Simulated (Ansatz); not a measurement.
NbC:
```cif
data_CNb
_chemical_formula_sum 'Nb1 C1'
_space_group_name_H-M_alt 'P 1'
_space_group_IT_number 1
_cell_length_a 3.14641
_cell_length_b 3.14641
_cell_length_c 3.14641
_cell_angle_alpha 60.000
_cell_angle_beta 60.000
_cell_angle_gamma 60.000
loop_
_space_group_symop_operation_xyz
  'x, y, z'
loop_
_atom_site_label
_atom_site_type_symbol
_atom_site_fract_x
_atom_site_fract_y
_atom_site_fract_z
_atom_site_occupancy
Nb1 Nb 0.00000 0.00000 0.00000 1
C1 C 0.50000 0.50000 0.50000 1
```

Relaxed with PBEsol.

Decompose the optical modes at the zone centre into irreducible representations, and say which are infrared and Raman allowed.

Point group m-3m: Γ_opt = T1u. Infrared: T1u. Raman: none.

Assign frequencies (DFPT, PBEsol in the plane-wave PAW code Ansatz).

T1u 542 cm⁻¹.

Space group Fm-3m (rock salt). The cell was relaxed with PBEsol under the symmetry of its start; of distortions, only those at the zone centre were tested. The run is not spin-polarised. As this level gives no gap, phonon frequencies hold no LO–TO term and depend on the k-mesh and smearing (Fermi–Dirac, 0.1 eV here).

Potentials: the later of the program's two PAW sets.
